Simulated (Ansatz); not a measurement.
Al$_{2}$ZnS$_{4}$:
```xyz
14
Lattice="0.0000 4.9871 4.9871 4.9871 0.0000 4.9871 4.9871 4.9871 0.0000" Properties=species:S:1:pos:R:3 pbc="T T T"
Al     3.7403     3.7403     6.2338
Al     3.7403     6.2338     3.7403
Al     6.2338     6.2338     6.2338
Al     6.2338     3.7403     3.7403
Zn     2.4935     2.4935     2.4935
Zn     0.0000     0.0000     0.0000
S      3.8308     6.1434     6.1434
S      6.3243     6.3243     8.6369
S      6.1434     3.8308     6.1434
S      8.6369     8.6369     8.6369
S      3.8308     3.8308     3.8308
S      6.3243     8.6369     6.3243
S      6.1434     6.1434     3.8308
S      8.6369     6.3243     6.3243
```

Relaxed with PBEsol.

Map the electron localisation function on the plane through (0.625, 0.625, 0.625) spanned by u = [1, 0, 0] and v = [-1, 1, 1] in lattice vectors, from the program Ansatz at the PBEsol level (PAW).

x is the fraction of u, y of v (the angle between them is 90°; rows are the nearest grid lines); atoms in the plane: Al at (0.00, 0.00), Al at (0.50, 0.00), Zn at (0.25, 0.62), Zn at (0.75, 0.38), S at (0.98, 0.76), S at (0.48, 0.24), S at (0.52, 0.76), S at (0.02, 0.24).
```
|000023221112221000000122211122320000|
|000122111111221000001122111111221000|
|654321100001112346653211100001123456|
|999742000000136899998631000001247899|
|999986310002479999998875310024688999|
|037998521114789861003788631247886100|
|038998521123699960003898631247986100|
|899973211112258999888997521136899878|
|887421000000123578887653100012467788|
|222122000000121222221000000000001122|
|011112100001221111000000000000000000|
|000011111111111000000000111110000000|
|000000011111000000000111111111110000|
|000000000000000000111122100001211110|
|221100000000000122222121000000221222|
|887764210001356788875321000000124788|
|878998631125799888999852211112379998|
|001689742136898300069996321125899830|
|001688742136887300168987411125899730|
|999886420013578899999974200013689999|
|998742100000136899998631000000247999|
|654321100001112356643211100001123456|
|000122111111221100000122111111221000|
|000023221112221000000122211122320000|
```
Scale: ten equal steps from 0.000 (start of '0') to 0.894 (end of '9'), in the order '0123456789'; x runs from 0.000 to 1.00, y from 0.000 (bottom) to 1.00 (top).

The density is the valence pseudo-density with augmentation charge, so density and ELF within about 1 Å of a nucleus are not all-electron values.

Space group Fd-3m (spinel). The workflow started from a Materials Project entry (that database holds measured and hypothetical structures alike); the Crystallography Open Database files this formula in space group No. 227, but the cells were not matched. Its standing as an ambient phase is unchecked. Symmetry was held in the PBEsol relaxation; its stability against distortions is not shown here.

Potentials: the later of the program's two PAW sets.
